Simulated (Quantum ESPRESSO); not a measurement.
## Ga2Pd3Pt2Sc (one composition in several site orders)

Simulated, not a measurement. The program is pw.x of Quantum ESPRESSO 7.5 (plane-wave density functional theory). The cell is made up: eight metal atoms on a face-centred cubic lattice, with elements, volume, strain and displacements drawn at random and not relaxed, so it may be unstable or far from any real phase. PseudoDojo standard norm-conserving files set the functional (PBE unless stated); there is no spin polarisation or spin-orbit coupling, the Fermi-Dirac width of 0.25 eV means electrons at about 2900 K, and the masses in the input are unused placeholders. Heavy elements are run without spin-orbit coupling, which real alloys of them have. A spin test at this wide smearing found no moment, but such smearing suppresses magnetism that the real alloy may have.

The runs put one composition on the sites in different orders. Cell, positions, cutoff, mesh and smearing stay as in the input of run 1; sites are counted in its order. Stress in the tables is positive in tension.

Input of run 1:

```
&control calculation='scf', pseudo_dir='./dojo.nc.sr.pbe.v0_5.standard.upf', outdir='./o', disk_io='minimal', tprnfor=.true., tstress=.true. /
&system ibrav=0, nat=8, ntyp=4, nbnd=80, ecutwfc=84.00895049, nosym=.true., tot_charge=0,
 occupations='smearing', smearing='fd', degauss=0.0183746611
/
&electrons conv_thr=1.470e-08, electron_maxstep=70, mixing_beta=0.5 /
ATOMIC_SPECIES
Ga 1.0 Ga.upf
Pd 1.0 Pd.upf
Pt 1.0 Pt.upf
Sc 1.0 Sc.upf
CELL_PARAMETERS angstrom
-2.0453 -4.0281 -2.0418
-4.1014 1.9932 2.0942
0.0536 4.0137 -4.1084
ATOMIC_POSITIONS angstrom
Ga 0.0944 0.149 -0.0226
Pd 0.0243 2.1414 -1.882
Pt -1.9726 2.05 0.1563
Pd -1.9638 3.9602 -2.125
Ga -2.0942 -0.0845 -1.9726
Sc -2.262 1.9028 -4.1251
Pt -4.1192 -0.0392 -0.1359
Pd -4.0341 1.9502 -2.0741
K_POINTS automatic
5 5 4 1 1 1
```

```
run  elements on sites 1 to 8  free energy less that of run 1 (eV)  -TS (eV)  pressure (GPa)  stress xx (GPa)  stress yy (GPa)  stress zz (GPa)  stress yz (GPa)  stress xz (GPa)  stress xy (GPa)  iterations
  1   Ga Pd Pt Pd Ga Sc Pt Pd                                0.000    -0.941           -2.47             5.35             1.37             0.69            -0.47            -3.14            -0.26          17
  2   Pt Pd Ga Pt Ga Pd Sc Pd                                0.384    -0.966           -3.20             2.99             1.10             5.50            -2.38             1.33            -1.50          17
  3   Pt Sc Ga Pd Pd Pd Ga Pt                               -0.093    -0.949           -4.18             2.86             4.90             4.78            -2.15            -0.77            -0.75          16
  4   Pd Ga Sc Pd Pt Pt Ga Pd                               -0.002    -0.923           -3.40             3.08             3.66             3.46            -2.94            -0.36            -0.85          16
  5   Sc Pt Ga Ga Pt Pd Pd Pd                                0.033    -0.968           -3.22             2.94             3.99             2.74             2.25             2.09             2.57          16
  6   Pd Ga Pt Pd Ga Pt Sc Pd                                0.326    -0.945           -1.45            -0.52             4.16             0.72            -2.60            -1.57            -0.62          17
```

Forces Fx Fy Fz (eV/Å):

| site | run 1 | run 2 | run 3 | run 4 | run 5 | run 6 |
| --- | --- | --- | --- | --- | --- | --- |
| 1 | 0.31 -1.11 -0.60 | -0.44 -1.31 -0.35 | -0.28 -0.21 -0.69 | -0.22 -0.58 -0.67 | -0.44 -1.12 -0.05 | -0.71 -0.77 -0.50 |
| 2 | -0.50 -0.57 -1.15 | -0.08 -0.25 -1.06 | -0.81 -0.32 -2.29 | -0.35 0.16 -1.45 | -1.09 -0.64 -1.63 | -0.85 -0.35 -1.90 |
| 3 | -0.73 -0.98 -1.83 | -0.65 -1.12 -1.32 | -0.59 -0.95 -0.65 | -0.69 -1.12 -1.52 | -0.44 0.32 -1.41 | -1.44 -0.29 -2.35 |
| 4 | -0.68 -0.15 0.19 | -1.16 -0.26 -0.01 | -0.93 -0.48 0.10 | -0.70 -0.93 0.22 | -0.50 -0.73 0.49 | -0.56 -0.80 0.24 |
| 5 | 0.04 0.49 -0.31 | 0.73 1.01 -0.71 | 0.56 0.38 0.13 | 0.68 0.47 -0.13 | 0.88 0.86 0.20 | 0.41 1.08 -0.27 |
| 6 | 1.44 0.64 1.26 | 1.52 0.86 0.19 | 1.44 0.76 0.45 | 1.56 0.84 0.81 | 1.39 -0.26 0.30 | 2.52 0.79 1.27 |
| 7 | 0.32 1.29 2.16 | -0.08 0.95 2.41 | 0.90 0.67 1.95 | 0.31 0.96 1.94 | 0.47 0.79 1.57 | 0.88 0.45 2.41 |
| 8 | -0.21 0.38 0.27 | 0.17 0.12 0.85 | -0.29 0.16 1.01 | -0.59 0.21 0.79 | -0.27 0.78 0.54 | -0.26 -0.11 1.08 |

The sites are displaced and not relaxed, so the energy differences mix bonding between neighbours with strain and are not ordering energies. A rerun of one cell of this series at a higher cutoff and on a denser mesh moved values by no more than 0.005 eV in energy, 0.06 GPa in stress and 0.007 eV/Å in force, and a second program with other atomic files agreed on that cell to 2 % rms in force and 0.5 GPa in pressure.